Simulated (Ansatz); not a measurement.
**Si3N4 (P6_3/m) under strain**

Si3N4 (P6_3/m) from a database of computed structures, relaxed with r2SCAN in the PAW code Ansatz. It is hexagonal, P6_3/m (No. 176); a = 7.606 Å, c = 2.906 Å in the conventional setting, 10.40 Å³ an atom. Si is surrounded by 4 N at 1.73–1.74 Å; N is surrounded by 3 Si at 1.73 Å; N is surrounded by 3 Si at 1.73–1.74 Å.

The axes x, y and z are those of this cell:
```
Si N
1.0
     7.60566    0.00000    0.00000
    -3.80283    6.58670    0.00000
     0.00000    0.00000    2.90565
Si N
6 8
Direct
  0.23061 0.82457 0.75000
  0.40604 0.23061 0.25000
  0.82457 0.59396 0.25000
  0.17543 0.40604 0.75000
  0.59396 0.76939 0.75000
  0.76939 0.17543 0.25000
  0.33333 0.66667 0.75000
  0.66667 0.33333 0.25000
  0.96874 0.66968 0.75000
  0.29906 0.96874 0.25000
  0.66968 0.70094 0.25000
  0.33032 0.29906 0.75000
  0.03126 0.33032 0.25000
  0.70094 0.03126 0.75000
```

Unstrained: With PBE the valence top lies at Γ–A (0.34 of the way from Γ) and the conduction bottom at Γ, 4.334 eV higher; the smallest vertical gap, at Γ, is 4.538 eV. With r2SCAN the valence top lies at Γ–A (0.34 of the way from Γ) and the conduction bottom at Γ, 4.990 eV higher; the smallest vertical gap, at Γ, is 5.204 eV. With HSE06 the valence top lies at Γ–A (0.34 of the way from Γ) and the conduction bottom at Γ, 5.774 eV higher; the smallest vertical gap, at Γ, is 6.006 eV. Meshes: PBE 6×6×8, r2SCAN 6×6×8, HSE06 3×3×6. Strains are changes of length per length. After each strain the atoms were relaxed again with r2SCAN within the symmetry that the strain leaves, so tilts or polar shifts that break it weren't tested; points keep the names that they have in the unstrained zone. No spin polarisation and no zero-point or thermal motion.

Changes of the least gap in eV (an overlap counts as a negative gap):

| strain | volume change (%) | space group | PBE | r2SCAN | HSE06 | energy rise, r2SCAN (meV/atom) |
| --- | --- | --- | --- | --- | --- | --- |
| uniaxial -3.0 % along z | -3.0 | P6_3/m | +0.223 | – | – | – |
| uniaxial -2.0 % along z | -2.0 | P6_3/m | +0.256 | +0.224 | +0.225 | 7.7 |
| uniaxial -1.0 % along z | -1.0 | P6_3/m | +0.205 | +0.215 | +0.212 | 1.9 |
| uniaxial +1.0 % along z | +1.0 | P6_3/m | -0.203 | -0.212 | -0.210 | 1.8 |
| uniaxial +2.0 % along z | +2.0 | P6_3/m | -0.402 | -0.420 | -0.417 | 7.1 |
| uniaxial +3.0 % along z | +3.0 | P6_3/m | -0.596 | -0.624 | -0.619 | 15.7 |

Uniaxial -3.0 % along z, other directions held. PBE: the gap goes from 4.334 to 4.557 eV (+0.223 eV); the edges go from Γ–A (0.34) → Γ to Γ → Γ–A (0.91). Stress change with PBE, compression positive: xx +3.91, yy +3.91, zz +18.05 GPa.

Uniaxial -2.0 % along z, other directions held. HSE06: the gap goes from 5.774 to 5.999 eV (+0.225 eV); the edges go from Γ–A (0.34) → Γ to Γ–A (0.31) → Γ–A (0.91). Stress change with r2SCAN, compression positive: xx +2.37, yy +2.37, zz +12.05 GPa.

Uniaxial -1.0 % along z, other directions held. HSE06: the gap goes from 5.774 to 5.986 eV (+0.212 eV); the edges go from Γ–A (0.34) → Γ to Γ–A (0.32) → Γ. Stress change with r2SCAN, compression positive: xx +1.16, yy +1.16, zz +5.86 GPa.

Uniaxial +1.0 % along z, other directions held. HSE06: the gap goes from 5.774 to 5.564 eV (-0.210 eV); the edges go from Γ–A (0.34) → Γ to Γ–A (0.35) → Γ. Stress change with r2SCAN, compression positive: xx -1.11, yy -1.11, zz -5.54 GPa.

Uniaxial +2.0 % along z, other directions held. HSE06: the gap goes from 5.774 to 5.357 eV (-0.417 eV); the edges go from Γ–A (0.34) → Γ to Γ–A (0.35) → Γ. Stress change with r2SCAN, compression positive: xx -2.17, yy -2.17, zz -10.78 GPa.

Uniaxial +3.0 % along z, other directions held. HSE06: the gap goes from 5.774 to 5.155 eV (-0.619 eV); the edges go from Γ–A (0.34) → Γ to Γ–A (0.36) → Γ. Stress change with r2SCAN, compression positive: xx -3.19, yy -3.19, zz -15.71 GPa.

Where an edge lies off the special points, it is a point of the mesh or the k point where a search put PBE's edge or least direct gap, reused for the other functionals, whose own edges may lie a little apart.

The meshes of the hybrids are coarse, so their gaps aren't converged to the digits shown.
